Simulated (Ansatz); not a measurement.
This cell of SnO (litharge type, space group P4/nmm) is off equilibrium:

```
CELL_PARAMETERS angstrom
      3.75787     0.00000     0.00000
      0.00000     3.75787     0.00000
      0.00000     0.00000     4.66024
ATOMIC_POSITIONS crystal
  Sn 0.50000 0.00000 0.25299
  Sn 0.00000 0.50000 0.74701
  O  0.00000 0.00000 0.00000
  O  0.50000 0.50000 0.00000
```

The numbers are results of PBE-D3(BJ) (plane waves to 420 eV, PAW, scalar-relativistic; Ansatz, a first-principles code), not measurements. k mesh 12×12×10 (Γ-centred), Fermi-Dirac smearing 0.05 eV. Energies are smeared free energies. Stress and pressure are positive under compression. At this level the bands of SnO touch or barely overlap; measurements give the solid a gap. SnO was relaxed with its symmetry unable to fall. The PAW data are Ansatz's earlier set.

Task: What is the stress tensor (GPa)?

Result: 
```
    4.1      0.0      0.0
    0.0      4.1      0.0
    0.0      0.0      1.6
```
The pressure, a third of the trace, is 3.3 GPa.

Task: It is the relaxed cell scaled evenly to V/V₀ = 0.940, atoms relaxed where free. What is its energy relative to the relaxed cell?

Result: 10 meV/atom.

(Under strain, the slope of the energy per volume gives the stress and its curvature an elastic modulus.)
